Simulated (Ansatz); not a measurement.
Ga$_{2}$O$_{3}$ (corundum)

```
CELL_PARAMETERS angstrom
      2.49228     1.43892     4.48057
     -2.49228     1.43892     4.48057
      0.00000    -2.87783     4.48057
ATOMIC_POSITIONS crystal
  Ga 0.85540 0.85540 0.85540
  Ga 0.64460 0.64460 0.64460
  Ga 0.14460 0.14460 0.14460
  Ga 0.35540 0.35540 0.35540
  O  0.05363 0.44637 0.75000
  O  0.75000 0.05363 0.44637
  O  0.44637 0.75000 0.05363
  O  0.94637 0.55363 0.25000
  O  0.25000 0.94637 0.55363
  O  0.55363 0.25000 0.94637
```

This relaxed cell (volume V₀) is scaled evenly in all directions, its shape held. The atoms relax within the cell's symmetry.

The numbers are results of r2SCAN (plane waves to 500 eV, PAW, scalar-relativistic; Ansatz, a quantum-chemistry and plane-wave program), not measurements. k mesh 9×9×9 (Γ-centred), Fermi-Dirac smearing 0.05 eV. The energy includes the smearing's −TS. Stress and pressure are positive under compression. With the shape held, the modulus is that of even scaling; a crystal free to change shape is softer. Ga2O3 was relaxed with its symmetry unable to fall. The zero of ΔE is the relaxed starting cell.

The scan covers V/V₀ from 0.940 to 1.060 in 9 points.

Q: What is ΔE at V/V₀ = 0.940?

A: 28.6 meV/atom.

Q: What pressure does the cell carry at V/V₀ = 0.940?

A: 16.7 GPa.

Q: What is ΔE at V/V₀ = 1.060?

A: 23.0 meV/atom.

(Under strain, the slope of the energy per volume gives the stress and its curvature an elastic modulus.)
